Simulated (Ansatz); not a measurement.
HgS:
```xyz
2
Lattice="0.0000 2.9957 2.9957 2.9957 0.0000 2.9957 2.9957 2.9957 0.0000" Properties=species:S:1:pos:R:3 pbc="T T T"
S      4.4935     4.4935     4.4935
Hg     0.0000     0.0000     0.0000
```

Relaxed with PBE. Special points in fractions of this cell's reciprocal vectors: Γ (0.000, 0.000, 0.000); X (0.500, 0.000, 0.500); U (0.625, 0.250, 0.625); K (0.375, 0.375, 0.750); L (0.500, 0.500, 0.500); W (0.500, 0.250, 0.750).

Task: List the band energies nearest the Fermi level at these points for PBE in the plane-wave PAW code Ansatz.

Result: In eV from the Fermi level; about four levels below and three above (degenerate sets whole), none deeper than 8.9 eV; … stands for higher levels left out; points with the same levels are listed once.

| k | below | above |
|---|---|---|
| Γ | -0.56 -0.02 -0.02 -0.02 | … |
| X | -5.55 -4.56 -2.06 -2.06 | 3.11 3.56 8.38 |
| U | -5.37 -4.75 -2.56 -1.67 | 3.20 4.73 8.03 |
| L | -5.58 -5.04 -0.87 -0.87 | 1.55 6.75 … |
| W | -5.28 -4.79 -2.46 -2.10 | 3.59 5.34 6.67 |

Space group F-43m (zinc blende). The cell was relaxed with PBE under the symmetry of its start; of distortions, only those at the zone centre were tested. The Fermi level of a semimetal is unsure by some 0.05 eV on such meshes. Scalar-relativistic: spin–orbit coupling is off unless named, which matters more the heavier the elements.

Potentials: the later of the program's two PAW sets.
